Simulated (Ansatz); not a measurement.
C:
```yaml
crystal:
  lattice:
    - [2.51577, 0.00000, 0.00000]
    - [-1.25788, 2.17872, 0.00000]
    - [0.00000, 0.00000, 37.05861]
  atoms:
    - { symbol: C, position: [0.00000, 0.00000, 0.77112] }
    - { symbol: C, position: [0.33333, 0.66667, 0.78509] }
    - { symbol: C, position: [0.33333, 0.66667, 0.82665] }
    - { symbol: C, position: [0.66667, 0.33333, 0.84053] }
    - { symbol: C, position: [0.66667, 0.33333, 0.88212] }
    - { symbol: C, position: [0.00000, 0.00000, 0.89599] }
    - { symbol: C, position: [0.00000, 0.00000, 0.93759] }
    - { symbol: C, position: [0.33333, 0.66667, 0.95146] }
    - { symbol: C, position: [0.33333, 0.66667, 0.99307] }
    - { symbol: C, position: [0.66667, 0.33333, 0.00693] }
    - { symbol: C, position: [0.66667, 0.33333, 0.04854] }
    - { symbol: C, position: [0.00000, 0.00000, 0.06241] }
    - { symbol: C, position: [0.00000, 0.00000, 0.10401] }
    - { symbol: C, position: [0.33333, 0.66667, 0.11788] }
    - { symbol: C, position: [0.33333, 0.66667, 0.15947] }
    - { symbol: C, position: [0.66667, 0.33333, 0.17335] }
    - { symbol: C, position: [0.66667, 0.33333, 0.21491] }
    - { symbol: C, position: [0.00000, 0.00000, 0.22888] }
    - { symbol: C, position: [0.00000, 0.00000, 0.27112] }
    - { symbol: C, position: [0.66667, 0.33333, 0.28509] }
    - { symbol: C, position: [0.66667, 0.33333, 0.32665] }
    - { symbol: C, position: [0.33333, 0.66667, 0.34053] }
    - { symbol: C, position: [0.33333, 0.66667, 0.38212] }
    - { symbol: C, position: [0.00000, 0.00000, 0.39599] }
    - { symbol: C, position: [0.00000, 0.00000, 0.43759] }
    - { symbol: C, position: [0.66667, 0.33333, 0.45146] }
    - { symbol: C, position: [0.66667, 0.33333, 0.49307] }
    - { symbol: C, position: [0.33333, 0.66667, 0.50693] }
    - { symbol: C, position: [0.33333, 0.66667, 0.54854] }
    - { symbol: C, position: [0.00000, 0.00000, 0.56241] }
    - { symbol: C, position: [0.00000, 0.00000, 0.60401] }
    - { symbol: C, position: [0.66667, 0.33333, 0.61788] }
    - { symbol: C, position: [0.66667, 0.33333, 0.65947] }
    - { symbol: C, position: [0.33333, 0.66667, 0.67335] }
    - { symbol: C, position: [0.33333, 0.66667, 0.71491] }
    - { symbol: C, position: [0.00000, 0.00000, 0.72888] }
```

Relaxed with r²SCAN. Special points in fractions of this cell's reciprocal vectors: Γ (0.000, 0.000, 0.000); M (0.500, 0.000, 0.000); K (0.333, 0.333, 0.000); A (0.000, 0.000, 0.500); L (0.500, 0.000, 0.500); H (0.333, 0.333, 0.500).

Problem. List the band energies nearest the valence-band maximum at these points for the program Ansatz at the r²SCAN level (PAW).

Solution. In eV from the valence-band maximum; about four levels below and three above (degenerate sets whole), none deeper than 8.9 eV; points with the same levels are listed once.

```
k                        below                above
-  ---------------------------  -------------------
Γ  -0.14 -0.14 -0.05 0.00 0.00       5.81 5.81 5.86
M      -3.20 -3.19 -3.19 -3.03       4.95 4.96 5.04
K      -5.24 -5.00 -4.83 -4.83       6.00 6.00 6.61
A      -0.04 -0.04 -0.04 -0.04  5.86 5.86 5.86 5.86
L      -3.24 -3.24 -3.07 -3.07  4.96 4.96 5.05 5.05
H      -5.07 -5.07 -4.83 -4.83  6.01 6.01 6.72 6.72
```

Space group P6_3/mmc. The start of the workflow was typed in or built on a structure type. Its sites differ from those of the usual phase in this space group: another stacking or structure type. The r²SCAN relaxation kept the symmetry of its start; its stability against distortions is not shown here.

Potentials: the later of the program's two PAW sets.
